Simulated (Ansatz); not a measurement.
**From three elastic constants to directional properties of TiRh3**

The calculation used Ansatz, DFT PBEsol, scalar-relativistic, plane waves, PAW. Plane waves to 420 eV; Γ-centred k mesh 12×12×12; Fermi-Dirac smearing of 0.15 eV. No spin polarisation.

The cell, relaxed at this level:
```cif
data_structure
_symmetry_space_group_name_H-M 'P 1'
_symmetry_Int_Tables_number 1
_cell_length_a 3.8023
_cell_length_b 3.8023
_cell_length_c 3.8023
_cell_angle_alpha 90.000
_cell_angle_beta 90.000
_cell_angle_gamma 90.000
_cell_volume 54.97
loop_
_atom_site_label
_atom_site_type_symbol
_atom_site_fract_x
_atom_site_fract_y
_atom_site_fract_z
_atom_site_occupancy
Ti1 Ti 0.00000 0.00000 0.00000 1
Rh1 Rh 0.00000 0.50000 0.50000 1
Rh2 Rh 0.50000 0.00000 0.50000 1
Rh3 Rh 0.50000 0.50000 0.00000 1
```

In a metal, frequencies and elastic constants depend on the k mesh and the smearing, soft modes and shear constants most.

With ions relaxed, on the cubic axes: C11 = 377.0, C12 = 196.8, C44 = 184.7 GPa. The density is 10.772 g/cm³.

Question: Is the crystal stable against strain, and how anisotropic is it?

Answer: Born's conditions hold: C11 + 2C12 = 770.7, C11 − C12 = 180.2 and C44 = 184.7 GPa are all positive. B = (C11 + 2C12)/3 = 256.9 GPa. The two shear moduli are C44 and C′ = (C11 − C12)/2 = 90.1 GPa, so Zener's ratio is A = C44/C′ = 2.05: the tetragonal shear C′ is the soft one, as in many fcc and bcc metals and zincblende crystals. The Cauchy pressure C12 − C44 is 12.1 GPa; it would vanish for pair forces between atoms on inversion centres at zero pressure, and here it is small.

Question: Give the sound speeds along the three symmetry directions.

Answer: The Christoffel equation gives ρv² for each branch:
```
direction branch                    ρv²    GPa v (m/s)
    [100]              L                    C11  377.0     5916
    [100]         T (×2) C44  184.7     4141
    [110]              L   (C11 + C12 + 2C44)/2  471.6     6617
    [110]   T, u ∥ [001]                    C44  184.7     4141
    [110]  T, u ∥ [1-10]          (C11 − C12)/2   90.1     2892
    [111]              L  (C11 + 2C12 + 4C44)/3  503.2     6835
    [111]         T (×2) (C11 − C12 + C44)/3  121.6     3360
```

Question: How does Young's modulus depend on direction?

Answer: Inverting gives S11 = 4.133, S12 = -1.417, S44 = 5.414 TPa⁻¹. Along a unit vector (l, m, n), 1/E = S11 − 2(S11 − S12 − S44/2)(l²m² + m²n² + n²l²), where the last bracket is 0, 1/4 and 1/3 for [100], [110] and [111]: E = 242, 369 and 447 GPa. With A > 1 the body diagonal is stiffest. For a film on (001), the biaxial modulus is C11 + C12 − 2C12²/C11 = 368 GPa and the normal strain is −2C12/C11 = -1.04 times the in-plane one.

Cost: 2 runs of about 6.3 core-minutes in all, on Arm Neoverse V2 (shared hosts).